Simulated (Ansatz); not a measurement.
The calculation used DFT PBE, scalar-relativistic, plane waves, PAW (Ansatz 0.2.0). Cutoff 420 eV, Γ-centred meshes of about 0.25 Å⁻¹ or finer for metals and 0.3 Å⁻¹ for insulators (2π included), Gaussian smearing. No spin polarisation.

Temperature and zero-point effects are left out.

Two relaxed structures of TiSi6Mo:

A.

```
Ti Si Mo
1.0
     3.71553    2.14516    2.49398
    -3.71553    2.14516    2.49398
     0.00000   -4.29032    2.49398
Ti Si Mo
1 6 1
Cartesian
  0.0000 0.0000 5.3135
  2.5008 -0.0092 4.2496
  -1.2425 2.1703 4.2496
  -1.2583 -2.1611 4.2496
  1.2583 -2.1611 4.2496
  -2.5008 -0.0092 4.2496
  1.2425 2.1703 4.2496
  0.0000 0.0000 0.7321
```

B.

```
Ti Si Mo
1.0
     3.89988    0.00000    0.00000
     0.00000    1.71881    8.73165
     0.00000   -1.71881    8.73165
Ti Si Mo
1 6 1
Direct
  0.00000 0.07707 0.07707
  0.00000 0.68880 0.68880
  0.00000 0.82542 0.82542
  0.50000 0.31380 0.31380
  0.50000 0.18010 0.18010
  0.00000 0.45386 0.45386
  0.50000 0.54146 0.54146
  0.50000 0.91948 0.91948
```

Task: Which would you expect to be lower, and how large is the difference?

Result: B is lower, by 105 meV/atom. A has space group R3m (No. 160), 14.9 Å³/atom and no gap on its mesh; B has space group Amm2 (No. 38), 14.6 Å³/atom and no gap. Counting Si atoms around Mo and Ti (those within 1.25 times the shortest such distance or 1.15 times the sum of covalent radii), A has Ti 12, Mo 12 and B has Ti 10, Mo 10. A holds Si–Si bonds in all directions (shortest 2.43 Å); B holds Si–Si nets (shortest 2.33 Å). Both come from trial cells of a structure search.

Trial moments fell under 0.15 μB along the way in R3m and Amm2; another start might hold them. B has imaginary phonons (to 111i cm⁻¹), so it is a saddle point at this level. Other cells relaxed within their symmetry can be saddle points.
